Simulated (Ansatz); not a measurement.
Here is an unrelaxed guess for MgCd₅O₆.

```xyz
12
Lattice="3.5597 0.0000 0.0000 0.0000 5.0342 0.0000 0.0000 0.0000 10.6791" Properties=species:S:1:pos:R:3 pbc="T T T"
Mg    1.7798    2.5171    5.3395
Cd    0.0000    0.0000    0.0000
Cd    1.7798    2.5171    1.7798
Cd    0.0000    0.0000    3.5597
Cd    0.0000    0.0000    7.1194
Cd    1.7798    2.5171    8.8992
O     0.0000    2.5171    0.0000
O     1.7798    0.0000    1.7798
O     0.0000    2.5171    3.5597
O     1.7798    0.0000    5.3395
O     0.0000    2.5171    7.1194
O     1.7798    0.0000    8.8992
```

These are results of DFT PBE, scalar-relativistic, plane waves, PAW (Ansatz 0.2.0), not measurements. Plane waves to 420 eV, a k mesh through Γ of 6×4×2 on the computed 12-atom cell and Gaussian smearing (0.10 eV); no spin polarisation.

Energies over the elements count from the elements' standard structures at the same level (O₂ as a molecule), with no fitted energy shifts.

**Question.** What does a single point on this coarse mesh give?

**Answer.** The pressure is -16.0 GPa (the mean over three directions, positive in compression), the largest force is 0.69 eV/Å, and the energy is −1.05 eV/atom against the elements. The shortest distance is 2.52 Å.

**Question.** Is it a good guess?

**Answer.** A fair one: relaxing gains about 0.20 eV/atom (the start's value is from the coarse mesh, so the gain is rough) in 12 ionic steps and ends at −1.25 eV/atom on the finer mesh. The symmetry stays Pmmm (No. 47). The volume per atom shrinks by 18.7 %, from 15.9 to 13.0 Å³. The shortest distance goes from 2.52 Å (Cd–O and Mg–O) to 2.21 Å (Mg–O). Conventional cell: a = 3.300 Å, b = 4.705 Å, c = 10.026 Å. Mg has 4 O at 2.21 Å and 2 O at 2.35 Å; Cd on a site of symmetry mmm is surrounded by 6 O at 2.35–2.36 Å; O on a site of symmetry mmm has 6 Cd at 2.35–2.40 Å; 5 more sites not described.

The last run used a 12×8×4 mesh (in the run's order of axes) for its 12-atom cell and Gaussian smearing of 0.10 eV. The relaxation can't lower the symmetry of the start, and the grade says only how near the guess is to its own end. A structure relaxed within its symmetry needn't be a true minimum.
